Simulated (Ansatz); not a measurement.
# Stability checks on a candidate for KGe2

The cell was found from a structure generator's guess, not taken from experiment.

Theory: DFT PBE+D3(BJ), scalar-relativistic, plane waves, PAW in Ansatz. Settings of the last relaxation (3-atom cell): 420 eV, 12×12×10 k points, Gaussian smearing of 0.10 eV, no spin polarisation.

```cif
data_structure
_symmetry_space_group_name_H-M 'Cmmm'
_symmetry_Int_Tables_number 65
_cell_length_a 4.0972
_cell_length_b 7.9544
_cell_length_c 5.2130
_cell_angle_alpha 90.000
_cell_angle_beta 90.000
_cell_angle_gamma 90.000
_cell_volume 169.90
loop_
_atom_site_label
_atom_site_type_symbol
_atom_site_symmetry_multiplicity
_atom_site_Wyckoff_symbol
_atom_site_fract_x
_atom_site_fract_y
_atom_site_fract_z
_atom_site_occupancy
K1 K 2 a 0.00000 0.00000 0.00000 1
Ge1 Ge 4 j 0.00000 0.33804 0.50000 1
```

Formation energies are uncorrected and refer to the elements' standard structures at the same level.

Task: These tests were run: energy against the elements; phonons at Γ. What do they show?

Result:

| test | result |
| --- | --- |
| energy against the elements | −0.05 eV/atom |
| phonons at Γ | imaginary modes down to 38i cm⁻¹ |

It fails one test: phonons at Γ. So it isn't even a local minimum.

The run for the phonons used a 12×12×10 k mesh and Fermi–Dirac smearing of 0.15 eV.
